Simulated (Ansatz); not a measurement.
HfO2 (fluorite)

```xyz
3
Lattice="0.0000 2.5223 2.5223 2.5223 0.0000 2.5223 2.5223 2.5223 0.0000" Properties=species:S:1:pos:R:3 pbc="T T T"
Hf     0.0000     0.0000     0.0000
O      1.2611     1.2611     1.2611
O      3.7834     3.7834     3.7834
```

E(V) scan at fixed shape, V₀ the volume above. Symmetry pins the atoms to their sites.

All values below come from PBEsol (plane waves to 420 eV, PAW, scalar-relativistic; Ansatz, a program for electronic structure). k mesh 11×11×11 (Γ-centred), Fermi-Dirac smearing 0.05 eV. The energy includes the smearing's −TS. Stress and pressure are positive under compression. HfO2 is run without spin polarisation. HfO2 was relaxed with its symmetry unable to fall. Spin-orbit coupling is left out, though Hf is heavy. The PAW data are Ansatz's earlier set. This is a high-temperature form of HfO2. The zero of ΔE is the relaxed starting cell.

```json
[
 {"V (Å³/atom)": "8.986", "ΔE (meV/atom)": "305.5"},
 {"V (Å³/atom)": "9.328", "ΔE (meV/atom)": "183.4"},
 {"V (Å³/atom)": "9.671", "ΔE (meV/atom)": "97.0"},
 {"V (Å³/atom)": "10.013", "ΔE (meV/atom)": "40.6"},
 {"V (Å³/atom)": "10.355", "ΔE (meV/atom)": "9.6"},
 {"V (Å³/atom)": "10.697", "ΔE (meV/atom)": "0.0"},
 {"V (Å³/atom)": "11.040", "ΔE (meV/atom)": "8.6"},
 {"V (Å³/atom)": "11.382", "ΔE (meV/atom)": "withheld"},
 {"V (Å³/atom)": "11.724", "ΔE (meV/atom)": "69.4"},
 {"V (Å³/atom)": "12.067", "ΔE (meV/atom)": "117.3"},
 {"V (Å³/atom)": "12.409", "ΔE (meV/atom)": "174.5"}
]
```

Question: Fit a third-order Birch-Murnaghan form (E₀, V₀, B₀, B₀′ free) to the given rows and predict ΔE at V = 11.382.

Answer: Least squares on the 10 given rows: ΔE = E₀ + (9V₀B₀/16)·y²·[2 + (B₀′ − 4)y], y = (V₀/V)^(2/3) − 1, with V₀ = 10.698 Å³/atom, B₀ = 264.3 GPa (160.2 GPa = 1 eV/Å³; the term in eV is multiplied by 1000), B₀′ = 4.20, E₀ = 0.05 meV/atom; root-mean-square residual 0.06 meV/atom. At 11.382 the fit gives 32.4 meV/atom; the calculation gives 32.5 meV/atom, so the interpolation is off by -0.1 (-0.3 %). For the pressure the fit gives -14.4 GPa against the computed -14.4 GPa.

(A scan under strain: stresses follow from slopes of the energy per volume, elastic moduli from its curvatures.)
